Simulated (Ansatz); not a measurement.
TiB$_{2}$:
```cif
data_B2Ti
_chemical_formula_sum 'Ti1 B2'
_space_group_name_H-M_alt 'P 1'
_space_group_IT_number 1
_cell_length_a 3.03182
_cell_length_b 3.03182
_cell_length_c 3.22473
_cell_angle_alpha 90.000
_cell_angle_beta 90.000
_cell_angle_gamma 120.000
loop_
_space_group_symop_operation_xyz
  'x, y, z'
loop_
_atom_site_label
_atom_site_type_symbol
_atom_site_fract_x
_atom_site_fract_y
_atom_site_fract_z
_atom_site_occupancy
Ti1 Ti 0.00000 0.00000 0.00000 1
B1 B 0.33333 0.66667 0.50000 1
B2 B 0.66667 0.33333 0.50000 1
```

Relaxed with PBE.

Task: Decompose the optical modes at the zone centre into irreducible representations, and say which are infrared and Raman allowed.

Result: Point group 6/mmm: Γ_opt = A2u + B1g + E1u + E2g. Infrared: A2u, E1u. Raman: E2g.

Task: Assign frequencies (DFPT, DFT-PBE in the program Ansatz with PAW potentials).

Result: E1u 510, A2u 511, B1g 553, E2g 884 cm⁻¹.

Subscripts of B labels follow the axes of the standard setting.

Space group P6/mmm. Symmetry was held in the PBE relaxation; phonons on a q-mesh show no instability. No spin polarisation was allowed. As this level gives no gap, phonon frequencies hold no LO–TO term and depend on the k-mesh and smearing (Fermi–Dirac, 0.1 eV here).

Potentials: the later of the program's two PAW sets.
